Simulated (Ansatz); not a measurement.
A geometry of WS2 away from equilibrium: the start of the relaxation of a generated cell, WS2 placed in the 2H-MoS2 structure type. Computed with r2SCAN (plane waves to 500 eV, PAW, scalar-relativistic; Ansatz, a program for electronic structure). Γ-centred k-mesh 8×8×2 on the run's cell (coarser than for final values), Fermi–Dirac smearing 0.05 eV.

```xyz
6
Lattice="3.1884 0.0000 0.0000 -1.5942 2.7612 0.0000 0.0000 0.0000 12.4015" Properties=species:S:1:pos:R:3:forces:R:3 pbc="T T T" free_energy=-24423.226 pressure_GPa=4.1
W      0.0000     1.8408     3.1004    0.0000    0.0000    0.0000
W      1.5942     0.9204     9.3012    0.0000    0.0000    0.0000
S      0.0000     1.8408     7.7820    0.0000    0.0000   -0.7714
S      1.5942     0.9204     1.5812    0.0000    0.0000   -0.7714
S      1.5942     0.9204     4.6196    0.0000    0.0000    0.7714
S      0.0000     1.8408    10.8203    0.0000    0.0000    0.7714
```

Positions in Å, forces in eV/Å, free energy of the cell in eV (comparable only within this code, potentials and settings). Largest force: 0.77 eV/Å, on S3, S4, S5, S6 (atoms numbered as listed); the geometry lies 0.01 eV/atom above the end of its relaxation.

No spin polarisation in the result. Without a van der Waals term the distances between weakly bound units are poorly fixed.

The run could not lose the symmetry of its start; a randomly shaken copy of 6 atoms returns to this structure.
